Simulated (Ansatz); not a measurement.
The guess for CsC was made by a generator: close-packed metal layers stacked ABCB, with sites between them filled layer by layer (P6_3/mmc, No. 194) (elements of the layers in order: Cs Cs Cs Cs). Its size is a rough estimate.

```cif
data_structure
_symmetry_space_group_name_H-M 'P 1'
_symmetry_Int_Tables_number 1
_cell_length_a 4.8100
_cell_length_b 4.8100
_cell_length_c 14.9890
_cell_angle_alpha 90.000
_cell_angle_beta 90.000
_cell_angle_gamma 120.000
_cell_volume 300.33
loop_
_atom_site_label
_atom_site_type_symbol
_atom_site_fract_x
_atom_site_fract_y
_atom_site_fract_z
_atom_site_occupancy
Cs1 Cs 0.66667 0.33333 0.75000 1
Cs2 Cs 0.00000 0.00000 0.00000 1
Cs3 Cs 0.33333 0.66667 0.25000 1
Cs4 Cs 0.00000 0.00000 0.50000 1
C1 C 0.33333 0.66667 0.87500 1
C2 C 0.66667 0.33333 0.12500 1
C3 C 0.66667 0.33333 0.37500 1
C4 C 0.33333 0.66667 0.62500 1
```

Method: DFT PBE, scalar-relativistic, plane waves, PAW in Ansatz. Cutoff 420 eV, Gaussian smearing, Γ-centred meshes. Cell and atoms relax on a converged mesh. The steps can't lower the symmetry of their start. No spin polarisation.

A guess keeps its type if space group and coordination stay and the shape of the cell changes little (axis ratios within about 15 %, angles within 6°); the volume may change.

Q: Will the relaxed cell still be of the starting type?

A: It doesn't keep its type. The symmetry stays P6_3/mmc (No. 194). The volume per atom shrinks by 18.1 %, from 37.5 to 30.8 Å³. The shortest distance goes from 3.35 Å (Cs–C) to 1.27 Å (C–C). The ratio c/a of the conventional cell changes by a factor of 0.51. Counting neighbours within 15 % of an atom's shortest distance, the start has C 7, Cs 6 and the end C 1, Cs 6/12. In detail, at the end Cs on a site of symmetry -6m2 has 6 C at 3.31 Å, 2 C at 3.86 Å and 6 Cs at 3.95 Å; Cs on a site of symmetry -3m is surrounded by 6 C at 3.62 Å, 6 Cs at 3.95 Å and 6 C at 4.34 Å; around C lie 1 C at 1.27 Å, 3 Cs at 3.31 Å, 3 Cs at 3.62 Å and 1 Cs at 3.86 Å.

```cif
data_structure
_symmetry_space_group_name_H-M 'P6_3/mmc'
_symmetry_Int_Tables_number 194
_cell_length_a 5.6224
_cell_length_b 5.6224
_cell_length_c 8.9862
_cell_angle_alpha 90.000
_cell_angle_beta 90.000
_cell_angle_gamma 120.000
_cell_volume 246.01
loop_
_atom_site_label
_atom_site_type_symbol
_atom_site_symmetry_multiplicity
_atom_site_Wyckoff_symbol
_atom_site_fract_x
_atom_site_fract_y
_atom_site_fract_z
_atom_site_occupancy
Cs1 Cs 2 c 0.66667 0.33333 0.75000 1
Cs2 Cs 2 a 0.00000 0.00000 0.00000 1
C1 C 4 f 0.33333 0.66667 0.82069 1
```

The last run used a 6×6×4 mesh (in the run's order of axes) for its 8-atom cell and Gaussian smearing of 0.02 eV. A structure relaxed within its symmetry needn't be a true minimum.

In counts of neighbours, a slash parts the counts of unlike sites.
